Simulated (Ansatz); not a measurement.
## HfW$_{2}$: a fit and a missing row

HfW$_{2}$, Fd-3m, a = 7.542 Å. The structure is a COD entry; whether it is the stable form wasn't checked. Ansatz: PBEsol, PAW, 420 eV, Γ-centred 8×8×8 mesh on 6 atoms, Gaussian smearing 0.10 eV; no spin polarisation. Symmetry fixes shape and atoms, so the cell is only scaled; pressure is positive in compression.

```
V (Å³/atom) P (GPa)
     16.801    16.20
     17.337     7.50
     17.873     0.00
     18.409        ?
     18.945   -12.14
```

Task: Take V0 = 17.873 Å³/atom, fit the third-order Birch–Murnaghan form to the other rows, and predict the missing pressure.

Result: With the Eulerian strain f = ½[(V0/V)^(2/3) − 1] and y = P/[3f(1 + 2f)^(5/2)], the form is the line y = B0 + 1.5 B0 (B0′ − 4) f. Rows (f, y): 0.02105, 231.4; 0.01025, 231.8; -0.01904, 234.2. Means f = 0.004087, y = 232.47; Σ(Δf)² = 0.0008606, ΣΔfΔy = -0.06229; the slope is their ratio. y = 232.8 − 72.38 f GPa, so B0 = 232.8 GPa and B0′ = 4 + 2 × (-72.38)/(3 × 232.8) = 3.79. At V = 18.409, f = -0.00975, y = 233.51 and P = -6.50 GPa. The run gave -6.50 GPa, the same to the digits shown.

Spin–orbit coupling is left out, which can shift energies with elements as heavy as these.